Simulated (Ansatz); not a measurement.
# KCaF3: modes and screening against the lattice constant

Theory: Ansatz, DFT PBEsol, scalar-relativistic, plane waves, PAW. Cutoff 420 eV, 6×6×6 k-points (Γ-centred), fixed occupations. No spin polarisation. Phonons by linear response, acoustic sum rule imposed.

The cell is fixed (symmetry leaves no force on the atoms) and stands under 10.4 GPa:
```cif
data_structure
_symmetry_space_group_name_H-M 'Pm-3m'
_symmetry_Int_Tables_number 221
_cell_length_a 4.2023
_cell_length_b 4.2023
_cell_length_c 4.2023
_cell_angle_alpha 90.000
_cell_angle_beta 90.000
_cell_angle_gamma 90.000
_cell_volume 74.21
loop_
_atom_site_label
_atom_site_type_symbol
_atom_site_symmetry_multiplicity
_atom_site_Wyckoff_symbol
_atom_site_fract_x
_atom_site_fract_y
_atom_site_fract_z
_atom_site_occupancy
K1 K 1 a 0.00000 0.00000 0.00000 1
Ca1 Ca 1 b 0.50000 0.50000 0.50000 1
F1 F 3 c 0.50000 0.50000 0.00000 1
```

Its imaginary modes show that this cell, the ideal cubic perovskite prototype, isn't a minimum of the energy.

Q: How do the optical zone-centre modes (counted from the lowest optical one, degenerate ones once; i marks imaginary ones; without the LO field) and the screening change over a = 4.202 and 4.348 Å?

A:
```csv
a (Å),4.202,4.348
pressure (GPa),10.4,2.3
gap on the mesh (eV),6.94,6.44
ε∞,2.19,2.11
mode 1 (cm⁻¹),66i,38i
mode 4 (cm⁻¹),20,37
mode 7 (cm⁻¹),146,173
mode 10 (cm⁻¹),572,462
```

Cost: 2 runs of about 6 core-minutes in all, on Intel Xeon Processor @ 2.50GHz (Skylake/Cascade Lake) (shared hosts).